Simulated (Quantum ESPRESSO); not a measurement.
# HfAuPt2Ta4: one run as intended and one with a planted mistake

Simulated, not a measurement. The program is pw.x of Quantum ESPRESSO 7.5 (plane-wave density functional theory). The cell is made up: eight metal atoms on a hexagonal close-packed lattice, with elements, volume, strain and displacements drawn at random and not relaxed, so it may be unstable or far from any real phase. PseudoDojo standard norm-conserving files set the functional (PBE unless stated); there is no spin polarisation or spin-orbit coupling, the Fermi-Dirac width of 0.25 eV means electrons at about 2900 K, and the masses in the input are unused placeholders. Heavy elements are run without spin-orbit coupling, which real alloys of them have. A spin test at this wide smearing found no moment, but such smearing suppresses magnetism that the real alloy may have.

Intended input:

```
&control calculation='scf', pseudo_dir='./dojo.nc.sr.pbe.v0_5.standard.upf', outdir='./o', disk_io='minimal', tprnfor=.true., tstress=.true. /
&system ibrav=0, nat=8, ntyp=4, nbnd=77, ecutwfc=84.00895049, nosym=.true., tot_charge=0,
 occupations='smearing', smearing='fd', degauss=0.0183746611
/
&electrons conv_thr=1.470e-08, electron_maxstep=70, mixing_beta=0.5 /
ATOMIC_SPECIES
Au 1.0 Au.upf
Hf 1.0 Hf.upf
Pt 1.0 Pt.upf
Ta 1.0 Ta.upf
CELL_PARAMETERS angstrom
-0.043 -0.0573 -4.7884
-0.02 5.1196 0.0622
5.9128 -0.0231 0.0539
ATOMIC_POSITIONS angstrom
Hf 0.0672 0.0288 -0.0066
Au 3.0484 -0.0023 0.0536
Pt 1.4821 2.6441 0.1631
Ta 4.3867 2.5866 0.1033
Ta -0.0045 1.6638 -2.3943
Ta 2.9333 1.7439 -2.4125
Pt 1.3819 4.1966 -2.3021
Ta 4.3566 4.1834 -2.3539
K_POINTS automatic
5 5 4 1 1 1
```

The log is shortened where brackets say so; the opening notice, blank lines, dates and the lines on written files are dropped, and the path of the files is cut. It prints rydbergs, bohrs and kilobars, and counts compression as positive stress. Its total energy is the free energy E - TS of the whole cell.

Log of the intended run:

```
     Program PWSCF v.7.5
     Parallel version (MPI & OpenMP), running on       4 processor cores
     Number of MPI processes:                 4
     Threads/MPI process:                     1
     [start-up lines left out]
     bravais-lattice index     =            0
     lattice parameter (alat)  =       9.0498  a.u.
     unit-cell volume          =     977.9362 (a.u.)^3
     number of atoms/cell      =            8
     number of atomic types    =            4
     number of electrons       =       119.00
     number of Kohn-Sham states=           77
     kinetic-energy cutoff     =      84.0090  Ry
     charge density cutoff     =     336.0358  Ry
     scf convergence threshold =      1.5E-08
     mixing beta               =       0.5000
     number of iterations used =            8  plain     mixing
     Exchange-correlation= PBE
                           (   1   4   3   4   0   0   0)
     [axes and pseudopotential details left out]
   Cartesian axes
     site n.     atom                  positions (alat units)
         1        Hf     tau(   1) = (   0.0140323   0.0060139  -0.0013782  )
         2        Au     tau(   2) = (   0.6365506  -0.0004803   0.0111925  )
         3        Pt     tau(   3) = (   0.3094842   0.5521268   0.0340577  )
         4        Ta     tau(   4) = (   0.9160073   0.5401200   0.0215706  )
         5        Ta     tau(   5) = (  -0.0009397   0.3474258  -0.4999649  )
         6        Ta     tau(   6) = (   0.6125160   0.3641519  -0.5037654  )
         7        Pt     tau(   7) = (   0.2885610   0.8763116  -0.4807122  )
         8        Ta     tau(   8) = (   0.9097219   0.8735552  -0.4915288  )
     number of k points=    50  Fermi-Dirac smearing, width (Ry)=  0.0184
                       cart. coord. in units 2pi/alat
        k(    1) = (   0.1025432   0.0951819  -0.1020710), wk =   0.0400000
        k(    2) = (   0.3050448   0.0959952  -0.1038992), wk =   0.0400000
     [further k points left out]
     Dense  grid:   101755 G-vectors     FFT dimensions: (  54,  60,  72)
     Estimated max dynamical RAM per process >     400.39 MB
     Estimated total dynamical RAM >       1.49 GB
     Initial potential from superposition of free atoms
     starting charge     118.9941, renormalised to     119.0000
     Starting wfcs are   80 randomized atomic wfcs
     total cpu time spent up to now is        7.6 secs
     per-process dynamical memory:   317.4 Mb
     Self-consistent Calculation
     iteration #  1     ecut=    84.01 Ry     beta= 0.50
     Davidson diagonalization with overlap
     ethr =  1.00E-02,  avg # of iterations =  2.9
     total cpu time spent up to now is       28.2 secs
     total energy              =   -1450.34592617 Ry
     estimated scf accuracy    <       3.84882844 Ry
     iteration #  2     ecut=    84.01 Ry     beta= 0.50
     Davidson diagonalization with overlap
     ethr =  3.23E-03,  avg # of iterations =  3.0
     total cpu time spent up to now is       50.8 secs
     total energy              =   -1450.89887051 Ry
     estimated scf accuracy    <      17.16698546 Ry
     [iterations 3 to 14 left out]
     iteration # 15     ecut=    84.01 Ry     beta= 0.50
     Davidson diagonalization with overlap
     ethr =  1.44E-10,  avg # of iterations =  2.0
     total cpu time spent up to now is      296.4 secs
     total energy              =   -1452.59104908 Ry
     estimated scf accuracy    <       0.00000003 Ry
     iteration # 16     ecut=    84.01 Ry     beta= 0.50
     Davidson diagonalization with overlap
     ethr =  2.12E-11,  avg # of iterations =  2.0
     total cpu time spent up to now is      313.0 secs
     End of self-consistent calculation
     [lines on levels left out]
!    total energy              =   -1452.59104909 Ry
     estimated scf accuracy    <          2.6E-09 Ry
     smearing contrib. (-TS)   =      -0.11843223 Ry
     internal energy E=F+TS    =   -1452.47261686 Ry
     The total energy is F=E-TS. E is the sum of the following terms:
     one-electron contribution =    -352.89064925 Ry
     hartree contribution      =     235.55598021 Ry
     xc contribution           =    -293.97162199 Ry
     ewald contribution        =   -1041.16632583 Ry
     convergence has been achieved in  16 iterations
     Forces acting on atoms (cartesian axes, Ry/au):
     atom    1 type  2   force =     0.04890401   -0.03235210   -0.00383464
     atom    2 type  1   force =    -0.02136037    0.00871028   -0.01637822
     atom    3 type  3   force =     0.00069341   -0.03211200   -0.03290377
     atom    4 type  4   force =    -0.00547653   -0.00618396   -0.02660750
     atom    5 type  4   force =    -0.01707794    0.05935589    0.01396915
     atom    6 type  4   force =    -0.01513314   -0.02621075    0.03582572
     atom    7 type  3   force =     0.01027328    0.02588961    0.00396110
     atom    8 type  4   force =    -0.00082273    0.00290302    0.02596816
     Total force =     0.121771     Total SCF correction =     0.000372
     Computing stress (Cartesian axis) and pressure
          total   stress  (Ry/bohr**3)                   (kbar)     P=       -6.56
  -0.00012833   0.00005323  -0.00005500          -18.88        7.83       -8.09
   0.00005323  -0.00019326  -0.00006799            7.83      -28.43      -10.00
  -0.00005500  -0.00006799   0.00018785           -8.09      -10.00       27.63
     init_run     :      7.15s CPU      7.42s WALL (       1 calls)
     electrons    :    299.54s CPU    305.41s WALL (       1 calls)
     forces       :      3.77s CPU      3.80s WALL (       1 calls)
     stress       :     13.23s CPU     13.51s WALL (       1 calls)
     [timing details left out]
     PWSCF        :   5m23.89s CPU   5m30.43s WALL
     JOB DONE.
```

A second run has one planted mistake: two atoms have their elements exchanged. The input lines that differ:

```
- Ta 4.3867 2.5866 0.1033
+ Pt 4.3867 2.5866 0.1033
- Pt 1.3819 4.1966 -2.3021
+ Ta 1.3819 4.1966 -2.3021
```

Its log:

```
     Program PWSCF v.7.5
     Parallel version (MPI & OpenMP), running on       4 processor cores
     Number of MPI processes:                 4
     Threads/MPI process:                     1
     [start-up lines left out]
     bravais-lattice index     =            0
     lattice parameter (alat)  =       9.0498  a.u.
     unit-cell volume          =     977.9362 (a.u.)^3
     number of atoms/cell      =            8
     number of atomic types    =            4
     number of electrons       =       119.00
     number of Kohn-Sham states=           77
     kinetic-energy cutoff     =      84.0090  Ry
     charge density cutoff     =     336.0358  Ry
     scf convergence threshold =      1.5E-08
     mixing beta               =       0.5000
     number of iterations used =            8  plain     mixing
     Exchange-correlation= PBE
                           (   1   4   3   4   0   0   0)
     [axes and pseudopotential details left out]
   Cartesian axes
     site n.     atom                  positions (alat units)
         1        Hf     tau(   1) = (   0.0140323   0.0060139  -0.0013782  )
         2        Au     tau(   2) = (   0.6365506  -0.0004803   0.0111925  )
         3        Pt     tau(   3) = (   0.3094842   0.5521268   0.0340577  )
         4        Pt     tau(   4) = (   0.9160073   0.5401200   0.0215706  )
         5        Ta     tau(   5) = (  -0.0009397   0.3474258  -0.4999649  )
         6        Ta     tau(   6) = (   0.6125160   0.3641519  -0.5037654  )
         7        Ta     tau(   7) = (   0.2885610   0.8763116  -0.4807122  )
         8        Ta     tau(   8) = (   0.9097219   0.8735552  -0.4915288  )
     number of k points=    50  Fermi-Dirac smearing, width (Ry)=  0.0184
                       cart. coord. in units 2pi/alat
        k(    1) = (   0.1025432   0.0951819  -0.1020710), wk =   0.0400000
        k(    2) = (   0.3050448   0.0959952  -0.1038992), wk =   0.0400000
     [further k points left out]
     Dense  grid:   101755 G-vectors     FFT dimensions: (  54,  60,  72)
     Estimated max dynamical RAM per process >     400.39 MB
     Estimated total dynamical RAM >       1.49 GB
     Initial potential from superposition of free atoms
     starting charge     118.9941, renormalised to     119.0000
     Starting wfcs are   80 randomized atomic wfcs
     total cpu time spent up to now is        7.6 secs
     per-process dynamical memory:   317.4 Mb
     Self-consistent Calculation
     iteration #  1     ecut=    84.01 Ry     beta= 0.50
     Davidson diagonalization with overlap
     ethr =  1.00E-02,  avg # of iterations =  2.9
     total cpu time spent up to now is       27.8 secs
     total energy              =   -1450.40946788 Ry
     estimated scf accuracy    <       3.79138642 Ry
     iteration #  2     ecut=    84.01 Ry     beta= 0.50
     Davidson diagonalization with overlap
     ethr =  3.19E-03,  avg # of iterations =  3.0
     total cpu time spent up to now is       49.2 secs
     total energy              =   -1451.17197546 Ry
     estimated scf accuracy    <      14.25934695 Ry
     [iterations 3 to 16 left out]
     iteration # 17     ecut=    84.01 Ry     beta= 0.50
     Davidson diagonalization with overlap
     ethr =  1.73E-11,  avg # of iterations =  2.1
     total cpu time spent up to now is      330.7 secs
     total energy              =   -1452.58107859 Ry
     estimated scf accuracy    <       0.00000003 Ry
     iteration # 18     ecut=    84.01 Ry     beta= 0.50
     Davidson diagonalization with overlap
     ethr =  1.73E-11,  avg # of iterations =  1.2
     total cpu time spent up to now is      347.8 secs
     End of self-consistent calculation
     [lines on levels left out]
!    total energy              =   -1452.58107859 Ry
     estimated scf accuracy    <          1.9E-09 Ry
     smearing contrib. (-TS)   =      -0.11750932 Ry
     internal energy E=F+TS    =   -1452.46356927 Ry
     The total energy is F=E-TS. E is the sum of the following terms:
     one-electron contribution =    -352.18177019 Ry
     hartree contribution      =     235.08575216 Ry
     xc contribution           =    -293.94280943 Ry
     ewald contribution        =   -1041.42474181 Ry
     convergence has been achieved in  18 iterations
     Forces acting on atoms (cartesian axes, Ry/au):
     atom    1 type  2   force =    -0.00237609    0.00705115   -0.00121145
     atom    2 type  1   force =    -0.01674396    0.01449680   -0.01922757
     atom    3 type  3   force =    -0.01655499   -0.01452771   -0.03235911
     atom    4 type  3   force =     0.02579161   -0.00905144   -0.01939914
     atom    5 type  4   force =    -0.01552427    0.02365539    0.00850215
     atom    6 type  4   force =    -0.00324872   -0.04244575    0.03194701
     atom    7 type  4   force =     0.01692163    0.00875935    0.00505038
     atom    8 type  4   force =     0.01173479    0.01206221    0.02669774
     Total force =     0.093075     Total SCF correction =     0.000179
     Computing stress (Cartesian axis) and pressure
          total   stress  (Ry/bohr**3)                   (kbar)     P=      -16.94
  -0.00030886  -0.00003773  -0.00005025          -45.44       -5.55       -7.39
  -0.00003773  -0.00030014  -0.00005066           -5.55      -44.15       -7.45
  -0.00005025  -0.00005066   0.00026352           -7.39       -7.45       38.77
     init_run     :      7.23s CPU      7.49s WALL (       1 calls)
     electrons    :    333.48s CPU    340.16s WALL (       1 calls)
     forces       :      3.73s CPU      3.76s WALL (       1 calls)
     stress       :     13.46s CPU     13.75s WALL (       1 calls)
     [timing details left out]
     PWSCF        :   5m58.02s CPU   6m 5.37s WALL
     JOB DONE.
```

|  | intended run | run with the mistake |
| --- | --- | --- |
| free energy (eV) | -19763.508 | -19763.372 |
| entropy term -TS, part of it (eV) | -1.611 | -1.599 |
| pressure (GPa) | -0.66 | -1.69 |
| size of the largest force component (eV/Å) | 1.526 | 1.091 |
| largest change of a force component (eV/Å) |  | 1.318 |
| iterations | 16 | 18 |

For scale, a rerun of the intended cell at a higher cutoff and on a denser mesh moved values by no more than 0.002 eV in energy, 0.03 GPa in stress and 0.010 eV/Å in force, and a second program with other atomic files agreed on that cell to 2 % rms in force and 0.5 GPa in pressure.